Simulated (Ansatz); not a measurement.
A scan (energy against volume; even scaling of the relaxed cell, symmetry kept) gave these values. Calculation: PBE (plane waves to 420 eV, PAW, scalar-relativistic; Ansatz, a program for electronic structure).

| Property | Value |
|---|---|
| Bulk modulus B₀ (third-order Birch-Murnaghan fit) | 170 GPa |
| Pressure derivative B₀′ (fit) | 3.8 |
| Equilibrium volume of the fit | 18.13 Å³/atom |

Problem. Of these crystals, all scanned alike, which one is it?
A. Mg₂Si (antifluorite type, space group Fm-3m)
B. Nb (bcc, W type)
C. NbN (rock salt)
D. BAs (zinc blende)

Solution. B, Nb (bcc, W type). The others have, for the bulk modulus: Mg2Si 54.0 GPa, NbN 307 GPa, BAs 131 GPa

All were relaxed with their symmetry unable to fall. Nb is run without spin polarisation. NbN is run without spin polarisation. This is a high-temperature form of NbN.

(A scan under strain: stresses follow from slopes of the energy per volume, elastic moduli from its curvatures.)
